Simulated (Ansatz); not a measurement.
CrOS as a Janus 1T monolayer, relaxed with r2SCAN. The sheet's in-plane cell has a = 2.924 Å, b = 2.924 Å (γ = 120.0°), and its outermost atoms lie 2.44 Å apart along the normal. Cr has 3 O at 1.91 Å and 3 S at 2.30 Å; O has 3 Cr at 1.91 Å; S has 3 Cr at 2.30 Å.

```xyz
3
Lattice="2.9244 0.0000 0.0000 -1.4622 2.5326 0.0000 0.0000 0.0000 29.0441" Properties=species:S:1:pos:R:3 pbc="T T F"
Cr    0.0000    0.0000    9.2254
O     0.0000    1.6884   10.1089
S     1.4622    0.8442    7.6656
```
The sheet repeats along a and b alone.

The questions ask for values computed with Ansatz 0.2.0 on this geometry. The calculation is spin-unpolarised, and the structure need not be a phase that has been made.

Given (12×12×1 mesh): With PBE the bands overlap by 0.05 eV (counted from 1, band 13 peaks at Γ and band 14 bottoms out at K): no gap.

Question: What does LDA give for the gap (12×12×1 mesh)?

Answer: With LDA the bands overlap by 0.09 eV (counted from 1, band 13 peaks at Γ and band 14 bottoms out at K): no gap.

Question: How does the gap change from PBE to r2SCAN (12×12×1)?

Answer: r2SCAN gives a gap of zero: filled and empty bands touch at Γ.

Question: What do these levels agree on?

Answer: No level opens a gap, but no hybrid is among them, and semilocal functionals can close a real gap.
